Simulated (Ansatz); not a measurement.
Theory: Ansatz, DFT PBE, scalar-relativistic, plane waves, PAW.

Plane waves to 420 eV, a k mesh through Γ of 6×4×4 on the computed 31-atom cell and Gaussian smearing (0.02 eV); no spin polarisation.

Structure with the computed forces (eV/Å) in the last three columns:

```xyz
31
Lattice="4.2089 0.0000 0.0000 0.0000 8.5363 0.0000 0.0000 0.0000 9.9895" Properties=species:S:1:pos:R:3:forces:R:3 pbc="T T T" pressure_GPa=-0.14
K     0.0000    0.0000    0.4160    0.0000    0.0000    0.0760
Cs    0.0000    4.2681    6.0449    0.0000    0.0000   -0.0370
Mg    0.0000    4.2681    0.3292    0.0000    0.0000    0.0510
Mg    0.0000    0.0000    4.9757    0.0000    0.0000   -0.0590
Mg    2.1044    6.4647    0.0262    0.0000    0.0130    0.0120
Mg    2.1044    2.0715    0.0262    0.0000   -0.0130    0.0120
Mg    2.1044    6.3310    5.0364    0.0000   -0.0300   -0.0280
Mg    2.1044    2.2053    5.0364    0.0000    0.0300   -0.0280
Mg    2.1044    0.0000    7.2563    0.0000    0.0000    0.0020
Mg    2.1044    4.2681    8.1070    0.0000    0.0000    0.0570
Mg    2.1044    0.0000    2.8943    0.0000    0.0000   -0.0030
Mg    2.1044    4.2681    2.5014    0.0000    0.0000    0.0310
Mg    0.0000    6.7075    7.6799    0.0000   -0.0110    0.1390
Mg    0.0000    1.8288    7.6799    0.0000    0.0110    0.1390
Mg    0.0000    6.3633    2.8057    0.0000   -0.0290    0.0050
Mg    0.0000    2.1729    2.8057    0.0000    0.0290    0.0050
O     0.0000    0.0000    7.0847    0.0000    0.0000   -0.0230
O     0.0000    0.0000    2.8656    0.0000    0.0000    0.0060
O     0.0000    4.2681    2.2859    0.0000    0.0000   -0.0260
O     2.1044    6.1657    7.2773    0.0000    0.0180    0.0050
O     2.1044    2.3706    7.2773    0.0000   -0.0180    0.0050
O     2.1044    6.5319    2.1973    0.0000    0.0040   -0.0560
O     2.1044    2.0043    2.1973    0.0000   -0.0040   -0.0560
O     2.1044    0.0000    9.2721    0.0000    0.0000   -0.0270
O     2.1044    4.2681    0.0651    0.0000    0.0000   -0.0570
O     2.1044    0.0000    5.0380    0.0000    0.0000   -0.0170
O     2.1044    4.2681    4.4984    0.0000    0.0000    0.0360
O     0.0000    6.0819    9.5237    0.0000    0.0940   -0.0750
O     0.0000    2.4544    9.5237    0.0000   -0.0940   -0.0750
O     0.0000    6.5316    4.8115    0.0000   -0.0440   -0.0080
O     0.0000    2.0047    4.8115    0.0000    0.0440   -0.0080
```

Stress tensor (GPa, compression positive):

```
-0.13  0.00  0.00
 0.00 -0.06  0.00
 0.00  0.00 -0.23
```

Cost: 1 run of about 9.1 core-minutes, on Arm Neoverse N1 (shared hosts).